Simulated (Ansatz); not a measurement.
## Profile along the Si–Mg line in Mg2Si (antifluorite type, space group Fm-3m)

Mg$_{2}$Si (antifluorite type, space group Fm-3m)

```
Mg2Si
1.0
    0.00000     3.16274     3.16274
    3.16274     0.00000     3.16274
    3.16274     3.16274     0.00000
Si Mg
1 2
Direct
  0.00000   0.00000   0.00000
  0.25000   0.25000   0.25000
  0.75000   0.75000   0.75000
```

Fields along a shortest Si–Mg line of a {110} plane (2.74 Å), from Si to Mg, interpolated on the slice's grid (step about 0.2 Å). Calculation: PBEsol (plane waves to 420 eV, PAW, scalar-relativistic; Ansatz, a first-principles code). k mesh 13×13×13. Inside the PAW spheres the values are not all-electron values, and peaks at nuclei hang on which shells count as valence. Mg2Si was relaxed with its symmetry unable to fall. The PAW data are Ansatz's earlier set.

| distance from Si (Å) | valence electron density (e/Å³) | electron localisation function |
|---|---|---|
| 0.00 | 0.14 | x |
| 0.27 | 0.18 | x |
| 0.55 | 0.32 | 0.48 |
| 0.82 | 0.40 | 0.75 |
| 1.10 | 0.32 | 0.83 |
| 1.37 | 0.23 | 0.78 |
| 1.64 | 0.18 | 0.32 |
| 1.92 | 0.23 | 0.07 |
| 2.19 | 2.83 | 0.35 |
| 2.47 | 18.08 | x |
| 2.74 | 30.24 | x |

x: too close to a nucleus for the ELF to mean much.

Density on the Si–Mg line (2.74 Å) at its density minimum, 1.7 Å from Si: 0.17 e/Å³. ELF at that point: 0.2. ELF maximum in the middle third of the Si–Mg line: 0.83, 1.2 Å from Si.
